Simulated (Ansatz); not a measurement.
Input:

Ga2O3 (corundum)

Space group R-3c, hexagonal axes (No. 167); a = 4.985 Å, b = 4.985 Å, c = 13.441 Å, α = 90.00°, β = 90.00°, γ = 120.00°

```
atom  site  symmetry       x       y       z
----  ----  --------  ------  ------  ------
Ga     12c        3.  0.0000  0.0000  0.1446
O      18e        .2  0.3036  0.3036  0.2500
```
(The calculation used a cell of 10 atoms; values per cell refer to that cell.)

This relaxed cell (volume V₀) is scaled evenly in all directions, its shape held. The atoms relax within the cell's symmetry.

Method: r2SCAN (plane waves to 500 eV, PAW, scalar-relativistic; Ansatz, a first-principles code). k mesh 8×8×8 (Γ-centred), Fermi-Dirac smearing 0.05 eV. E stands for the smeared free energy. Stress and pressure are positive under compression. With the shape held, the modulus is that of even scaling; a crystal free to change shape is softer. Ga2O3 was relaxed with its symmetry unable to fall. The PAW data are Ansatz's earlier set. The zero of ΔE is the relaxed starting cell.

The scan covers V/V₀ from 0.940 to 1.060 in 9 points.

### Question
What pressure does the cell carry at V/V₀ = 0.940?

### Answer
16.7 GPa.

### Question
What is ΔE at V/V₀ = 1.060?

### Answer
22.9 meV/atom.

### Question
What is ΔE at V/V₀ = 0.940?

### Answer
28.5 meV/atom.

(A scan under strain: stresses follow from slopes of the energy per volume, elastic moduli from its curvatures.)
